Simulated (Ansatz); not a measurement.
# Magnetic states of nickel, dhcp

Method: DFT, PBEsol, plane waves (420 eV) with PAW, scalar-relativistic in Ansatz. (PAW data from PBE, frozen cores regenerated.)

Each start was relaxed and then solved on a dense mesh, with Fermi-Dirac smearing of 0.05 eV (0.1 eV in a metal without spin) extrapolated to zero. Rows within 2 meV/atom of each other tie.

(1) Where does each start end, and how do the energies compare? Starts: antiferromagnetic (alternate layers); non-magnetic; ferromagnetic.

Results:

(1) 
```json
{"start": "antiferromagnetic (alternate layers)", "ends": "ferromagnetic, net 0.63 μB per atom", "ΔE (meV/atom)": "0.0", "V (Å³/atom)": "10.39"}
{"start": "ferromagnetic", "ends": "ferromagnetic, net 0.63 μB per atom", "ΔE (meV/atom)": "0.0", "V (Å³/atom)": "10.39"}
{"start": "non-magnetic", "ends": "spin not included", "ΔE (meV/atom)": "45.9", "V (Å³/atom)": "10.37"}
```
